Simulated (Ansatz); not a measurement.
Sc (hcp, Mg type)

```
CELL_PARAMETERS angstrom
      3.31943     0.00000     0.00000
     -1.65971     2.87471     0.00000
      0.00000     0.00000     5.16637
ATOMIC_POSITIONS crystal
  Sc 0.33333 0.66667 0.75000
  Sc 0.66667 0.33333 0.25000
```

In each cell atom 1 (Sc, nearest neighbour Sc at 3.216 Å; its periodic images, 3.3 Å or more away, move with it) moves by s·(0.577, 0.577, 0.577) (along Cartesian [111]), the rest being held.

Computed with PBE (plane waves to 420 eV, PAW, scalar-relativistic; Ansatz, an electronic-structure program). k mesh 13×13×7 (Γ-centred), Fermi-Dirac smearing 0.05 eV. With partly filled bands, energies and forces of such displacements shift with the k mesh and the smearing. F∥ is the force on the atom along that direction. Sc is run without spin polarisation. Sc was relaxed with its symmetry unable to fall. 

| s (Å) | F∥ (eV/Å) |
|---|---|
| -0.320 | 0.796 |
| -0.256 | 0.631 |
| -0.192 | 0.469 |
| -0.128 | 0.311 |
| -0.064 | 0.154 |
| 0.000 | 0.000 |
| 0.064 | -0.152 |
| 0.128 | -0.303 |
| 0.192 | -0.453 |
| 0.256 | -0.602 |
| 0.320 | -0.749 |

### Question
What is the force constant k = d²E/ds² of this move at s = 0?

### Answer
2.39 eV/Å². The forces along the line at the two nearest points give (0.154 − (-0.152)) / (2·0.064) = 2.39 eV/Å²; the next pair corrects for the finite step.

(A displaced cell: forces are minus the slopes of the energy, force constants its curvatures, and phonons follow from these.)
